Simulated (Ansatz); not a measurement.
NbSiB:
```yaml
crystal:
  lattice:
    - [1.64509, -6.72622, 0.00000]
    - [1.64509, 6.72622, 0.00000]
    - [0.00000, 0.00000, 3.17832]
  atoms:
    - { symbol: Si, position: [0.70243, 0.29757, 0.25000] }
    - { symbol: Si, position: [0.29757, 0.70243, 0.75000] }
    - { symbol: B, position: [0.46712, 0.53288, 0.75000] }
    - { symbol: B, position: [0.53288, 0.46712, 0.25000] }
    - { symbol: Nb, position: [0.09787, 0.90213, 0.75000] }
    - { symbol: Nb, position: [0.90213, 0.09787, 0.25000] }
```

Relaxed with r²SCAN.

Question: Map the electron localisation function on the plane through (0.702, 0.298, 0.250) spanned by u = [0, 0, 1] and v = [1, -1, 0] in lattice vectors, from r²SCAN (plane waves, PAW; program Ansatz).

Answer: x is the fraction of u, y of v (the angle between them is 90°; rows are the nearest grid lines); atoms in the plane: Si at (0.00, 0.00), Si at (0.50, 0.60), B at (0.50, 0.76), B at (0.00, 0.83), Nb at (0.50, 0.40), Nb at (0.00, 0.20).
```
|%=:=##+=-=+##=:=%|
|++#%%%#*+*#%%%#++|
|%%###*+===+*###%%|
|**###*=---=*###**|
|  -%@@%###%@@%-  |
|##%@@%-   -%@@%##|
|**#%%#-   -#%%#**|
|--=+*#%%%%%#*+=--|
|++*#%%#***#%%#*++|
|==*##=:=#=:=##*==|
|.:=**+--=--+**=:.|
|..:=*%@@@@@%*=:..|
|+==-:::::::::-==+|
|=-::+@@@%@@@+::-=|
|-:.-#@%-.-%@#-.:-|
|=-:.-*@@@@@*-.:-=|
|:::--:::::::--:::|
|@@%+:.:===:.:+%@@|
|#%@@*:.---.:*@@%#|
|#%@@*::-=-::*@@%#|
|-::::-==+==-::::-|
|@@@%*=-:.:-=*%@@@|
|%%%%#+:...:+#%%%%|
|%=:=##+=-=+##=:=%|
```
Scale: ten equal steps from 0.000 (start of ' ') to 0.771 (end of '@'), in the order ' .:-=+*#%@'; x runs from 0.000 to 1.00, y from 0.000 (bottom) to 1.00 (top).

The density is the valence pseudo-density with augmentation charge, so density and ELF within about 1 Å of a nucleus are not all-electron values.

Space group Cmcm. The start of the workflow was typed in or built on a structure type; neither database checked (COD, Materials Project) lists it. Whether it is the stable phase at ambient conditions was not checked. The cell was relaxed with r²SCAN under the symmetry of its start; its stability against distortions is not shown here. No spin polarisation was allowed.

Potentials: the later of the program's two PAW sets.
